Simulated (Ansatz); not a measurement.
Ge: single point with Ansatz

System: Ge (diamond type), 2 atoms in the cell.

Ansatz input (lattice in Å, positions in fractions of it)
```yaml
crystal:
  lattice:
    - [0, 2.88, 2.88]
    - [2.88, 0, 2.88]
    - [2.88, 2.88, 0]
  atoms:
    - { symbol: Ge, position: [0, 0, 0] }
    - { symbol: Ge, position: [0.25, 0.25, 0.25] }
kpoints:
  mp_grid: { grid: [6, 6, 6] }
hamiltonian:
  xc: pbe
  pseudopotentials:
    kind: all_electron
    relativity: scalar
    datasets: crystal
    dataset_attempts: all
    nuclear_model: point
scf:
  occupations: { method: fermi_dirac, width: 0.02 }
  convergence: { dr2_threshold: "1e-9 eV" }
  max_iter: 300
output:
  forces: true
  stress: true
  eigenvalues: true
```

Method: PBE, plane waves, all-electron PAW datasets generated for the crystal, point nucleus in Ansatz.

What the run gave

```
Plane-wave cutoff used : 140 eV
Pressure               : 0.15 GPa
Smearing term TS       : 0.4 meV/atom
Valence electrons      : 8
Irreducible k-points   : 16
CPU time               : roughly 5 core-seconds on a shared host
```

Stress tensor in GPa, compression positive:
```
0.15 0.00 0.00
0.00 0.15 0.00
0.00 0.00 0.15
```

The stress includes the program's correction for the finite plane-wave basis.

The k-mesh is modest, so these values aren't fully converged in k.
